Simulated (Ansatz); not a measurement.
Consider the following.

GaP (zinc blende)

```
CELL_PARAMETERS angstrom
      0.00000     2.72587     2.72587
      2.72587     0.00000     2.72587
      2.72587     2.72587     0.00000
ATOMIC_POSITIONS crystal
  P  0.75000 0.75000 0.75000
  Ga 0.00000 0.00000 0.00000
```

In this cell atom 2 (Ga, nearest neighbour P at 2.361 Å; its periodic images, 3.9 Å or more away, move with it) is moved by s along Cartesian x, unit vector (1.000, 0.000, 0.000); all other atoms and the cell stay fixed.

Method: r2SCAN (plane waves to 500 eV, PAW, scalar-relativistic; Ansatz, a first-principles code). k mesh 8×8×8 (Γ-centred), Fermi-Dirac smearing 0.05 eV. Energies are smeared free energies. GaP was relaxed with its symmetry unable to fall. The PAW data are Ansatz's earlier set. ΔE is measured from the undisplaced structure.

The scan covers s from -0.470 to 0.470 Å in 11 points.

Q: Is this a single well or a double well?

A: A single well with its minimum at or next to zero displacement.

Q: Is the energy the same for equal positive and negative displacements?

A: Even: the same for both signs. With its periodic images moving along, the atom's site symmetry in this cell is -43m.

Q: What is the force constant k = d²E/ds² of this move at s = 0?

A: 10.2 eV/Å².

Q: With two atoms in the cell this is the zone-centre optical mode. What wavenumber follows (transverse: no LO-TO term)?

A: 360 cm⁻¹.

(For displaced atoms, the force is minus the slope of the energy, and its curvature is a force constant, which sets phonon frequencies.)
